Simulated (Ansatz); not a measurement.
Ansatz input file:

```yaml
crystal:
  lattice:
    - [3.237582107, 0.0, 0.0]
    - [-1.6187910535, 2.8038283514, 0.0]
    - [0.0, 0.0, 14.0978031282]
  atoms:
    - { symbol: Ti, position: [0.3333333333, 0.6666666667, 0.0792069316] }
    - { symbol: Ti, position: [0.3333333333, 0.6666666667, 0.4207930684] }
    - { symbol: Ti, position: [0.6666666667, 0.3333333333, 0.5792069316] }
    - { symbol: Ti, position: [0.6666666667, 0.3333333333, 0.9207930684] }
    - { symbol: Sn, position: [0.3333333333, 0.6666666667, 0.75] }
    - { symbol: Sn, position: [0.6666666667, 0.3333333333, 0.25] }
    - { symbol: C, position: [0.0, 0.0, 0.0] }
    - { symbol: C, position: [0.0, 0.0, 0.5] }
basis:
  ecutwfc: 420
kpoints:
  mp_grid: { grid: [12, 12, 4] }
hamiltonian:
  xc: pbesol
scf:
  occupations: { method: gaussian, width: 0.1 }
output:
  forces: true
  stress: true
  eigenvalues: true
relax:
  adjacent_minimum: "off"
  f_tol: 0.01
  max_steps: 30
  cell: { stress_tol: 0.1, fix: [volume] }
```

Run as
```bash
ansatz run input.yaml --threads 2 --pin off --max-ram 5120MiB --backend cpu --events-out ev --progress --plain --runs-dir out
```

Theory: Ansatz, DFT PBEsol, scalar-relativistic, plane waves, PAW.

Part of what the program printed, abridged:

```
Pseudopotentials: kind: paw
Pseudopotential: Ti, paw, valence charge 12, recommended cutoff 420 eV (normal)
Pseudopotential: Sn, paw, valence charge 14, recommended cutoff 420 eV (normal)
Pseudopotential: C, paw, valence charge 4, recommended cutoff 420 eV (normal)
Functional definition: PBEsol
Crystal: 8 atoms, lattice volume = 127.975 Å³
Basis set: ecut = 420 eV, 2555 PW (Γ), exchange–correlation on 48×48×192 points (8 copies of the dense FFT grid, shifted against one another)
Bands: 51, of which v1, the nominal top of the filled ones, is band 42 counted from 1 (41 counted from 0)
Symmetry: 24 space group operations
Space group: P63/mmc (ITA 194), of the structure as read, at distance tolerance 5.0e-5 Å
k-points: 57 of 576
Initial density: superposition of atomic densities (neutral atoms: chi_scale 0, normalization atom), corrected by the library's trained network
Initial wavefunctions: pseudopotential atomic-orbital guess
Functional: x = pbesol(κ = 0.804, μ = 0.12345679), c = pbesol(β = 0.046)
SCF iter   1: F=—  HF=-22294.610524 eV  |F-HF|=—  |Δ(HF+E_count)|=         —  Δρ=5.49e-3  dr2=3.25e-2  ethr=1.77e-3  ⟨swp⟩=6.6  Hψ=11919  notcnv=0
SCF iter   2: F=—  HF=-22294.602627 eV  |F-HF|=—  |Δ(HF+E_count)|=   7.90e-3  Δρ=2.56e-3  dr2=6.40e-3  ethr=3.87e-5  ⟨swp⟩=2.0  Hψ=4061  notcnv=0
SCF iter   3: F=—  HF=-22294.601015 eV  |F-HF|=—  |Δ(HF+E_count)|=   1.61e-3  Δρ=5.04e-4  dr2=6.78e-4  ethr=7.62e-6  ⟨swp⟩=2.1  Hψ=3874  notcnv=0
SCF iter   4: F=—  HF=-22294.600950 eV  |F-HF|=—  |Δ(HF+E_count)|=   6.49e-5  Δρ=1.97e-4  dr2=1.40e-4  ethr=8.07e-7  ⟨swp⟩=1.7  Hψ=2886  notcnv=0
SCF iter   5: F=—  HF=-22294.600926 eV  |F-HF|=—  |Δ(HF+E_count)|=   2.47e-5  Δρ=6.91e-5  dr2=1.15e-5  ethr=1.66e-7  ⟨swp⟩=2.0  Hψ=3424  notcnv=0
SCF iter   6: F=—  HF=-22294.600937 eV  |F-HF|=—  |Δ(HF+E_count)|=   1.10e-5  Δρ=1.76e-5  dr2=7.32e-7  ethr=1.36e-8  ⟨swp⟩=2.0  Hψ=3649  notcnv=0
SCF iter   7: F=-22294.600936 eV  HF=-22294.600936 eV  |F-HF|=3.20e-8  |Δ(HF+E_count)|=   1.22e-7  Δρ=5.43e-6  dr2=5.32e-8  ethr=1.19e-10  ⟨swp⟩=10.8  Hψ=12021  notcnv=0
SCF 1 converged in 7 iterations: F = -22294.600936 eV  dr2 = 5.32e-8
relax step   1: F+E_penalty+E_count = -22294.60093646 eV  Δ(F+E_penalty+E_count) = +0.000e0 eV  max|allowed force component| = 3.173e-1 eV/Å  Δτ_max = 0.0000 Å  P = -11.996 GPa  Ω = 127.975 Å³  fix = [volume]  reactions: volume -11.996 GPa (7 SCF iters, dr2 threshold 1.00e-7 eV, accepted)
Basis set: ecut = 420 eV, 2543 PW (Γ), exchange–correlation on 48×48×192 points (8 copies of the dense FFT grid, shifted against one another)
Initial density: handed on by an earlier stage of this run
Initial wavefunctions: those handed on with the density
SCF iter   1: F=—  HF=-22294.625449 eV  |F-HF|=—  |Δ(HF+E_count)|=         —  Δρ=3.78e-3  dr2=7.84e-2  ethr=9.75e-5  ⟨swp⟩=1.0  Hψ=11168  notcnv=0
SCF iter   2: F=—  HF=-22294.617606 eV  |F-HF|=—  |Δ(HF+E_count)|=   7.84e-3  Δρ=1.95e-3  dr2=3.07e-2  ethr=9.33e-5  ⟨swp⟩=1.1  Hψ=2913  notcnv=0
SCF iter   3: F=—  HF=-22294.612972 eV  |F-HF|=—  |Δ(HF+E_count)|=   4.63e-3  Δρ=4.95e-4  dr2=1.52e-3  ethr=3.65e-5  ⟨swp⟩=2.0  Hψ=3323  notcnv=0
SCF iter   4: F=—  HF=-22294.612686 eV  |F-HF|=—  |Δ(HF+E_count)|=   2.85e-4  Δρ=1.85e-4  dr2=7.46e-5  ethr=1.81e-6  ⟨swp⟩=2.0  Hψ=3611  notcnv=0
SCF iter   5: F=—  HF=-22294.612687 eV  |F-HF|=—  |Δ(HF+E_count)|=   7.23e-7  Δρ=5.79e-5  dr2=4.05e-6  ethr=8.88e-8  ⟨swp⟩=2.0  Hψ=3820  notcnv=0
SCF iter   6: F=-22294.612687 eV  HF=-22294.612687 eV  |F-HF|=9.29e-8  |Δ(HF+E_count)|=   3.50e-7  Δρ=1.23e-5  dr2=2.18e-7  ethr=9.52e-10  ⟨swp⟩=9.1  Hψ=12229  notcnv=0
SCF 2 converged in 6 iterations: F = -22294.612687 eV  dr2 = 2.18e-7
relax step   2: F+E_penalty+E_count = -22294.61268665 eV  Δ(F+E_penalty+E_count) = -1.175e-2 eV  max|allowed force component| = 5.485e-2 eV/Å  Δτ_max = 0.0227 Å  P = -10.996 GPa  Ω = 127.975 Å³  energy of the carried Pulay correction = +1.786e-15 eV  fix = [volume]  reactions: volume -10.996 GPa (6 SCF iters, dr2 threshold 8.00e-7 eV, accepted)
SCF iter   1: F=—  HF=-22294.613911 eV  |F-HF|=—  |Δ(HF+E_count)|=         —  Δρ=5.23e-4  dr2=1.50e-3  ethr=1.77e-6  ⟨swp⟩=2.1  Hψ=13466  notcnv=0
SCF iter   2: F=—  HF=-22294.613774 eV  |F-HF|=—  |Δ(HF+E_count)|=   1.37e-4  Δρ=2.87e-4  dr2=5.82e-4  ethr=1.77e-6  ⟨swp⟩=1.3  Hψ=2930  notcnv=0
SCF iter   3: F=—  HF=-22294.613671 eV  |F-HF|=—  |Δ(HF+E_count)|=   1.03e-4  Δρ=7.22e-5  dr2=3.34e-5  ethr=6.93e-7  ⟨swp⟩=2.0  Hψ=3273  notcnv=0
SCF iter   4: F=—  HF=-22294.613665 eV  |F-HF|=—  |Δ(HF+E_count)|=   6.11e-6  Δρ=3.32e-5  dr2=2.00e-6  ethr=3.97e-8  ⟨swp⟩=2.0  Hψ=3433  notcnv=0
SCF iter   5: F=-22294.613664 eV  HF=-22294.613664 eV  |F-HF|=8.70e-8  |Δ(HF+E_count)|=   4.15e-7  Δρ=1.21e-5  dr2=1.66e-7  ethr=2.38e-9  ⟨swp⟩=2.1  Hψ=3935  notcnv=0
SCF iter   6: F=-22294.613664 eV  HF=-22294.613664 eV  |F-HF|=5.19e-9  |Δ(HF+E_count)|=   3.33e-8  Δρ=2.77e-6  dr2=1.19e-8  ethr=1.98e-10  ⟨swp⟩=3.3  Hψ=10222  notcnv=0
SCF 3 converged in 6 iterations: F = -22294.613664 eV  dr2 = 1.19e-8
relax step   3: F+E_penalty+E_count = -22294.61366422 eV  Δ(F+E_penalty+E_count) = -9.776e-4 eV  max|allowed force component| = 2.898e-3 eV/Å  Δτ_max = 0.0014 Å  P = -11.053 GPa  Ω = 127.975 Å³  energy of the carried Pulay correction = -1.294e-17 eV  fix = [volume]  reactions: volume -11.053 GPa (6 SCF iters, dr2 threshold 8.00e-7 eV, accepted)
SCF iter   1: F=—  HF=-22294.613980 eV  |F-HF|=—  |Δ(HF+E_count)|=         —  Δρ=2.06e-4  dr2=6.27e-5  ethr=7.37e-8  ⟨swp⟩=3.0  Hψ=13643  notcnv=0
SCF iter   2: F=—  HF=-22294.613973 eV  |F-HF|=—  |Δ(HF+E_count)|=   6.42e-6  Δρ=9.44e-5  dr2=1.35e-5  ethr=7.37e-8  ⟨swp⟩=2.0  Hψ=3593  notcnv=0
SCF iter   3: F=—  HF=-22294.613970 eV  |F-HF|=—  |Δ(HF+E_count)|=   3.23e-6  Δρ=2.70e-5  dr2=1.61e-6  ethr=1.61e-8  ⟨swp⟩=2.0  Hψ=3570  notcnv=0
SCF iter   4: F=-22294.613969 eV  HF=-22294.613970 eV  |F-HF|=1.03e-7  |Δ(HF+E_count)|=   4.32e-7  Δρ=8.18e-6  dr2=1.51e-7  ethr=1.91e-9  ⟨swp⟩=2.0  Hψ=3636  notcnv=0
SCF iter   5: F=-22294.613969 eV  HF=-22294.613969 eV  |F-HF|=4.31e-9  |Δ(HF+E_count)|=   3.94e-8  Δρ=2.52e-6  dr2=7.73e-9  ethr=1.80e-10  ⟨swp⟩=2.1  Hψ=3851  notcnv=0
SCF iter   6: F=-22294.613969 eV  HF=-22294.613969 eV  |F-HF|=2.36e-10  |Δ(HF+E_count)|=   1.32e-9  Δρ=4.98e-7  dr2=2.95e-10  ethr=9.20e-12  ⟨swp⟩=1.2  Hψ=8219  notcnv=0
SCF 4 converged in 6 iterations: F = -22294.613969 eV  dr2 = 2.95e-10
relax step   4: F+E_penalty+E_count = -22294.61396948 eV  Δ(F+E_penalty+E_count) = -3.053e-4 eV  max|allowed force component| = 7.663e-4 eV/Å  Δτ_max = 0.0009 Å  P = -11.097 GPa  Ω = 127.975 Å³  fix = [volume]  reactions: volume -11.097 GPa (6 SCF iters, dr2 threshold 2.07e-7 eV, accepted)
Initial wavefunctions: pseudopotential atomic-orbital guess (no wavefunctions were taken with the density)
SCF iter   1: F=—  HF=-22294.614008 eV  |F-HF|=—  |Δ(HF+E_count)|=         —  Δρ=5.23e-6  dr2=3.96e-9  ethr=7.23e-8  ⟨swp⟩=3.9  Hψ=19301  notcnv=0
SCF iter   2: F=—  HF=-22294.614002 eV  |F-HF|=—  |Δ(HF+E_count)|=   5.77e-6  Δρ=2.76e-6  dr2=9.84e-10  ethr=4.72e-12  ⟨swp⟩=3.4  Hψ=6364  notcnv=0
SCF iter   3: F=-22294.614002 eV  HF=-22294.614002 eV  |F-HF|=3.64e-11  |Δ(HF+E_count)|=   4.03e-9  Δρ=3.79e-7  dr2=4.25e-11  ethr=1.17e-12  ⟨swp⟩=2.0  Hψ=3731  notcnv=0
SCF iter   4: F=-22294.614002 eV  HF=-22294.614002 eV  |F-HF|=3.64e-12  |Δ(HF+E_count)|=  5.09e-11  Δρ=8.70e-8  dr2=4.25e-12  ethr=1.00e-12  ⟨swp⟩=1.0  Hψ=2907  notcnv=0
SCF iter   5: F=-22294.614002 eV  HF=-22294.614002 eV  |F-HF|=7.28e-12  |Δ(HF+E_count)|=  7.28e-12  Δρ=2.54e-8  dr2=1.00e-12  ethr=1.00e-12  ⟨swp⟩=1.0  Hψ=2907  notcnv=0
SCF iter   6: F=-22294.614002 eV  HF=-22294.614002 eV  |F-HF|=3.64e-12  |Δ(HF+E_count)|=    0.00e0  Δρ=6.93e-9  dr2=7.55e-14  ethr=1.00e-12  ⟨swp⟩=1.0  Hψ=2907  notcnv=0
SCF iter   7: F=-22294.614002 eV  HF=-22294.614002 eV  |F-HF|=0.00e0  |Δ(HF+E_count)|=    0.00e0  Δρ=2.74e-9  dr2=4.38e-15  ethr=1.00e-12  ⟨swp⟩=1.6  Hψ=6509  notcnv=0
SCF 5 converged in 7 iterations: F = -22294.614002 eV  dr2 = 4.38e-15
SCF converged after 7 iterations
Free energy (F): -22294.614002 eV
Harris-Foulkes:  -22294.614002 eV  (|F-HF|=0.00e0)
Internal energy: -22294.589747 eV  (E = F + TS)
E sigma→0 (E₀):  -22294.601874 eV
Entropy (-TS):   -0.024255 eV (-3.032 meV/atom)
Fermi energy:    13.120692 eV
--- Per-component energies (eV) ---
  E_band       = -713.648489
  E_kinetic    = 1636.115509
  E_local      = -5030.390104  (includes V_loc(G=0)·N_el)
  E_nonlocal   = 25.705230
  E_hartree    = 2430.062731
  E_xc         = -1242.427302
  E_vxc        = -801.161562  (∫ρ·V_xc dr)
  E_paw        = -12409.978310  (= ΣΔE_a)
  E_vpaw       = -1404.043530  (= ΣTr[D̂ρ^β])
  E_aug_tail   = 0.000504  (compensation charges beyond the density's cutoff)
  E_ewald      = -7704.847424
  E_core_change = 1.169418  (= ΣΔE_core)
  E_smearing   = -0.024255  (= −TS)
--- Forces (eV/Å), atoms counted from 1 ---
  atom   1  Ti     0.00000000     0.00000000    -0.00077700
  atom   2  Ti     0.00000000     0.00000000     0.00077700
  atom   3  Ti     0.00000000     0.00000000    -0.00077700
  atom   4  Ti     0.00000000     0.00000000     0.00077700
  atom   5  Sn     0.00000000     0.00000000     0.00000000
  atom   6  Sn     0.00000000     0.00000000     0.00000000
  atom   7  C      0.00000000     0.00000000     0.00000000
  atom   8  C      0.00000000     0.00000000     0.00000000
--- Stress (GPa, compression-positive) ---
      -11.098895       0.000000       0.000000
        0.000000     -11.098895       0.000000
        0.000000       0.000000     -11.092588
  P = ⅓ Tr σ = -11.0968 GPa (-110.968 kbar)
--- Band table (eV; the first three rows and the last of 57) ---
  k-point 0: bands = ["-43.7745", "-43.7745", "-43.7021", "-43.7021", "-20.3771", "-20.3756", "-20.0334", "-20.0317", "-20.0025", "-20.0025", "-20.0025", "-20.0025", "-19.9370", "-19.9370", "-19.9370", "-19.9370", "-8.3675", "-8.3675", "-8.3675", "-8.3675", "-8.2594", "-8.2592", "-8.1498", "-8.1498", "-8.1498", "-8.1498", "1.6139", "1.9192", "2.6296", "3.1590", "7.3578", "8.4292", "9.4042", "10.2241", "10.2241", "10.2392", "10.2392", "10.5443", "13.3168", "13.3168", "13.3222", "13.3222", "13.6280", "13.7421", "14.2857", "14.2857", "14.3852", "14.3852", "15.1972", "15.1972", "15.2129"]
  k-point 1: bands = ["-43.7745", "-43.7745", "-43.7021", "-43.7021", "-20.3769", "-20.3758", "-20.0331", "-20.0319", "-20.0025", "-20.0025", "-20.0025", "-20.0025", "-19.9370", "-19.9370", "-19.9370", "-19.9370", "-8.3675", "-8.3675", "-8.3675", "-8.3675", "-8.2594", "-8.2593", "-8.1498", "-8.1498", "-8.1498", "-8.1498", "1.6462", "1.8540", "2.7248", "3.0907", "7.4726", "8.1822", "9.6602", "10.2262", "10.2262", "10.2370", "10.2370", "10.4181", "13.3176", "13.3176", "13.3214", "13.3214", "13.6480", "13.7282", "14.2998", "14.2998", "14.3701", "14.3701", "15.1996", "15.1996", "15.2107"]
  k-point 2: bands = ["-43.7745", "-43.7745", "-43.7021", "-43.7021", "-20.3763", "-20.3763", "-20.0325", "-20.0325", "-20.0025", "-20.0025", "-20.0025", "-20.0025", "-19.9370", "-19.9370", "-19.9370", "-19.9370", "-8.3675", "-8.3675", "-8.3675", "-8.3675", "-8.2593", "-8.2593", "-8.1498", "-8.1498", "-8.1498", "-8.1498", "1.7361", "1.7361", "2.9188", "2.9188", "7.7806", "7.7806", "10.0848", "10.0848", "10.2316", "10.2316", "10.2316", "10.2316", "13.3195", "13.3195", "13.3195", "13.3195", "13.6910", "13.6910", "14.3345", "14.3345", "14.3345", "14.3345", "15.2053", "15.2053", "15.2053"]
  k-point 56: bands = ["-43.7110", "-43.7110", "-43.7110", "-43.7110", "-20.2626", "-20.2626", "-20.2625", "-20.2625", "-20.2134", "-20.2134", "-20.0436", "-20.0436", "-20.0130", "-20.0130", "-20.0128", "-20.0128", "-8.2763", "-8.2763", "-8.2711", "-8.2711", "-8.2282", "-8.2282", "-8.2282", "-8.2282", "-8.1155", "-8.1155", "3.2626", "3.2626", "7.6446", "7.6446", "9.0675", "9.0675", "9.2231", "9.2231", "9.8117", "9.8117", "10.4111", "10.4111", "10.7596", "10.7596", "11.4064", "11.4064", "13.0326", "13.0326", "13.5189", "13.5189", "14.6338", "14.6338", "14.7079", "14.7079", "14.9680"]
--- Relaxed structure (4 steps of the walk, 4 accepted, 1 SCFs on fresh bases) ---
  F+E_penalty+E_count = -22294.61400186 eV   max|allowed force component| = 7.770e-4 eV/Å   (the final SCF, on the basis selected at the relaxed cell)
  cell:  # Å, volume = 127.9746 Å³
    - [3.23384315, 0.0, 0.0]
    - [-1.61692157, 2.80059032, 0.0]
    - [0.0, 0.0, 14.13042161]
  atoms:
    - { symbol: Ti, position: [0.33333333, 0.66666666, 0.07775631] }
    - { symbol: Ti, position: [0.33333333, 0.66666666, 0.42224368] }
    - { symbol: Ti, position: [0.66666666, 0.33333333, 0.57775631] }
    - { symbol: Ti, position: [0.66666666, 0.33333333, 0.92224368] }
    - { symbol: Sn, position: [0.33333333, 0.66666666, 0.75] }
    - { symbol: Sn, position: [0.66666666, 0.33333333, 0.25] }
    - { symbol: C, position: [0.0, 0.0, 0.0] }
    - { symbol: C, position: [0.0, 0.0, 0.5] }
```

The relaxation met its thresholds.

It took 48 s on 2 threads of Arm Neoverse V2, on a shared host, peak memory 0.62 GiB.